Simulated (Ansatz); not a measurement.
B$_{4}$C:
```cif
data_C3B12
_chemical_formula_sum 'B12 C3'
_space_group_name_H-M_alt 'P 1'
_space_group_IT_number 1
_cell_length_a 5.18562
_cell_length_b 5.18562
_cell_length_c 5.02774
_cell_angle_alpha 66.088
_cell_angle_beta 113.912
_cell_angle_gamma 114.905
loop_
_space_group_symop_operation_xyz
  'x, y, z'
loop_
_atom_site_label
_atom_site_type_symbol
_atom_site_fract_x
_atom_site_fract_y
_atom_site_fract_z
_atom_site_occupancy
B1 B 0.49175 0.50825 0.83834 1
B2 B 0.50201 0.17614 0.48398 1
B3 B 0.82386 0.49799 0.48398 1
B4 B 0.49408 0.83091 0.50544 1
B5 B 0.16909 0.50592 0.50544 1
B6 B 0.30705 0.69295 0.18084 1
B7 B 0.68960 0.31040 0.81193 1
B8 B 0.30287 0.18816 0.69506 1
B9 B 0.81184 0.69713 0.69506 1
B10 B 0.69619 0.81750 0.29881 1
B11 B 0.18250 0.30381 0.29881 1
B12 B 0.00040 0.99960 0.98788 1
C1 C 0.50331 0.49669 0.17563 1
C2 C 0.12560 0.87440 0.88130 1
C3 C 0.87851 0.12149 0.10361 1
```

Relaxed with PBEsol.

**Question.** Which orbitals make up the states near the band edges in PBEsol (plane waves, PAW; program Ansatz)?

**Answer.** Top 1 eV of the valence band: B 2p 77 %, C 2p 17 %, B 2s 5 %. Bottom 1 eV of the conduction band: B 2p 78 %, C 2p 9 %, B 2s 8 %. Projections are on Löwdin-orthogonalised atomic valence shells; empty p or d shells of many metals are not among them.

**Question.** Tabulate the density of states.

**Answer.** States/eV per cell of 15 atoms, in 0.25 eV bins, energy from the valence-band maximum.

```csv
E (eV),total,B 2p,C 2p,B 2s
-7.85,2.43,1.40,0.51,0.44
-7.60,2.98,1.72,0.61,0.54
-7.35,3.23,1.83,0.73,0.56
-7.10,3.81,2.13,0.92,0.64
-6.85,4.27,2.34,1.06,0.75
-6.60,3.51,1.94,0.81,0.65
-6.35,3.77,2.04,0.90,0.72
-6.10,4.51,2.46,1.11,0.81
-5.85,4.09,2.29,0.98,0.69
-5.60,2.87,1.63,0.72,0.44
-5.35,3.78,2.10,1.05,0.53
-5.10,4.10,2.24,1.28,0.47
-4.85,3.99,2.11,1.33,0.44
-4.60,4.55,2.29,1.64,0.49
-4.35,4.18,2.10,1.55,0.43
-4.10,4.05,2.08,1.50,0.39
-3.85,4.40,2.20,1.72,0.40
-3.60,4.96,2.72,1.76,0.39
-3.35,5.06,2.99,1.59,0.39
-3.10,5.18,3.28,1.40,0.41
-2.85,6.16,4.02,1.51,0.53
-2.60,6.24,4.27,1.38,0.51
-2.35,5.62,4.05,1.16,0.34
-2.10,5.70,4.25,1.05,0.34
-1.85,5.22,3.79,1.02,0.34
-1.60,4.47,3.10,1.01,0.30
-1.35,5.52,3.92,1.20,0.33
-1.10,6.34,4.63,1.29,0.33
-0.85,5.17,3.82,1.05,0.25
-0.60,4.18,3.27,0.64,0.23
-0.35,1.49,1.25,0.15,0.08
-0.10,0.11,0.09,0.01,0.00
0.15,0.00,0.00,0.00,0.00
0.40,0.00,0.00,0.00,0.00
0.65,0.00,0.00,0.00,0.00
0.90,0.00,0.00,0.00,0.00
1.15,0.00,0.00,0.00,0.00
1.40,0.00,0.00,0.00,0.00
1.65,0.00,0.00,0.00,0.00
1.90,0.00,0.00,0.00,0.00
2.15,0.00,0.00,0.00,0.00
2.40,0.00,0.00,0.00,0.00
2.65,0.00,0.00,0.00,0.00
2.90,0.39,0.31,0.03,0.03
3.15,2.03,1.59,0.18,0.18
3.40,3.47,2.71,0.31,0.27
3.65,3.37,2.63,0.28,0.28
3.90,3.29,2.54,0.29,0.27
4.15,4.03,3.12,0.35,0.30
4.40,3.96,3.00,0.35,0.34
4.65,4.06,3.07,0.37,0.34
4.90,3.00,2.29,0.29,0.21
5.15,3.29,2.47,0.28,0.27
5.40,3.15,2.40,0.26,0.24
5.65,3.28,2.35,0.26,0.31
5.90,3.02,1.99,0.24,0.34
6.15,2.50,1.57,0.21,0.33
6.40,3.20,1.93,0.27,0.49
6.65,3.71,2.21,0.32,0.58
6.90,3.26,1.84,0.30,0.53
7.15,3.30,1.80,0.29,0.52
7.40,2.89,1.52,0.28,0.48
7.65,4.33,2.10,0.45,0.88
```

Space group Cm. The workflow started from a Materials Project entry (that database holds measured and hypothetical structures alike); the Crystallography Open Database copy checked does not list it. Its standing as an ambient phase is unchecked. The cell was relaxed with PBEsol under the symmetry of its start; whether a distortion lowers the energy is not shown.

Potentials: the earlier of the program's two PAW sets. The files were generated under PBE; for other functionals the program regenerates the frozen cores, and for LDA and PBEsol the local potential too.
